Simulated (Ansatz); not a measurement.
An Ansatz (an electronic-structure program) input:

Ansatz 0.2 input:
```yaml
crystal:
  lattice:
    - [0.0, 2.5561368346, 2.5561368346]
    - [2.5561368346, 0.0, 2.5561368346]
    - [2.5561368346, 2.5561368346, 0.0]
  atoms:
    - { symbol: Li, position: [0.0, 0.0, 0.0] }
    - { symbol: Cl, position: [0.5, 0.5, 0.5] }
kpoints:
  mp_grid: { grid: [7, 7, 7] }
hamiltonian:
  xc: hse06
  pseudopotentials: { kind: paw }
scf:
  n_extra_bands: 6
  occupations: { method: fixed }
output:
  eigenvalues: true
  eigenstates:
    e_range: [-9.0, 18.9]
    kpoints:
      - [-0.0625, 0.0, 0.0625]  # VBM
      - [0.0, 0.0, 0.0]  # CBM
      - [0.0, 0.0, 0.0]  # GAMMA
      - [0.5, 0.0, 0.5]  # X
      - [0.5, 0.5, 0.5]  # L
      - [0.5, 0.25, 0.75]  # W
      - [0.375, 0.375, 0.75]  # K
      - [0.625, 0.25, 0.625]  # U
```

Question: How many symmetry operations and irreducible k-points will the run report?

Answer: 48 operations, 20 of 343 k-points.

Question: With a cutoff of 420 eV, how many plane waves at Γ?

Answer: 645.

It took roughly 70 core-seconds on shared server cores.

The points marked VBM and CBM come from a semilocal run.

Space group Fm-3m (rock salt). Symmetry was held in the r²SCAN relaxation; phonons on a q-mesh show no instability.

Potentials: the later of the program's two PAW sets.

Ansatz is a plane-wave DFT program.
